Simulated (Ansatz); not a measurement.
A geometry of CeO₂ away from equilibrium: the start of the relaxation of a relaxed CeO2 cell with every coordinate shifted by Gaussian noise of σ = 0.1 Å. Method: r2SCAN (plane waves to 500 eV, PAW, scalar-relativistic; Ansatz, a program for electronic structure). Γ-centred k-mesh 7×7×7 on the run's cell (coarser than for final values), Fermi–Dirac smearing 0.05 eV.

```xyz
3
Lattice="0.0000 2.7189 2.7189 2.7189 0.0000 2.7189 2.7189 2.7189 0.0000" Properties=species:S:1:pos:R:3 pbc="T T T"
Ce    -0.0229     0.0761    -0.0667
O      1.3334     1.3763     1.1840
O      4.0009     4.0391     4.1888
```

Task: Which atoms carry the largest force, and which way does it point?

Result: 2.12 eV/Å, on O3 (atoms numbered as listed); on O3 its components are (0.57, 0.71, -1.92).

Task: What is the pressure?

Result: +3.3 GPa, compression positive.

Task: How far above the relaxed end point is this geometry?

Result: 0.10 eV/atom; the path ends in Fm-3m (No. 225) (fluorite type).

No spin polarisation in the result. No Hubbard U is applied. The f-shell occupation is the one the SCF fell into and was not checked against other states.
